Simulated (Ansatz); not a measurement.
Ni3Sn4:
Space group C2/m (No. 12); a = 12.182 Å, b = 4.060 Å, c = 5.204 Å, α = γ = 90.00°, β = 105.12°

```json
[
 {"atom": "Ni", "site": "2a", "symmetry": "2/m", "x": "0.0000", "y": "0.0000", "z": "0.0000"},
 {"atom": "Ni", "site": "4i", "symmetry": "m", "x": "0.2155", "y": "0.0000", "z": "0.3361"},
 {"atom": "Sn", "site": "4i", "symmetry": "m", "x": "0.0726", "y": "0.5000", "z": "0.3140"},
 {"atom": "Sn", "site": "4i", "symmetry": "m", "x": "0.1722", "y": "0.0000", "z": "0.8125"}
]
```
(The calculation used a cell of 7 atoms; values per cell refer to that cell.)

Relaxed at zero pressure with r²SCAN in the plane-wave PAW code Ansatz.

Problem. The volume is lowered by 9 % and shape and atoms relax at that volume. What pressure results, and how do the axes share the change?

Solution. 13.3 GPa; a -3.2 %, b -3.1 %, c -2.6 %; the energy rises by 60 meV/atom.

Problem. Give the new structure.

Solution. 
Space group C2/m (No. 12); a = 11.7958 Å, b = 3.9336 Å, c = 5.0669 Å, α = 90.00°, β = 105.90°, γ = 90.00°

```csv
atom,site,symmetry,x,y,z
Ni,2a,2/m,0.0000,0.0000,0.0000
Ni,4i,m,0.2155,0.0000,0.3341
Sn,4i,m,0.0712,0.5000,0.3147
Sn,4i,m,0.1709,0.0000,0.8092
```

The phase is kept; no other phase was compared at this pressure.

The first step of the workflow began from a Materials Project structure, measured or hypothetical; the Crystallography Open Database files this formula in space group No. 12, but the cells were not matched. Whether it is the stable phase at ambient conditions was not checked. The r²SCAN relaxation kept the symmetry of its start; its stability against distortions is not shown here. The run is not spin-polarised. Axis ratios of metals converge slowly with the k-mesh, so a and c are less sure than the volume. Scalar-relativistic: spin–orbit coupling is off unless named, which matters more the heavier the elements.

Potentials: the earlier of the program's two PAW sets.
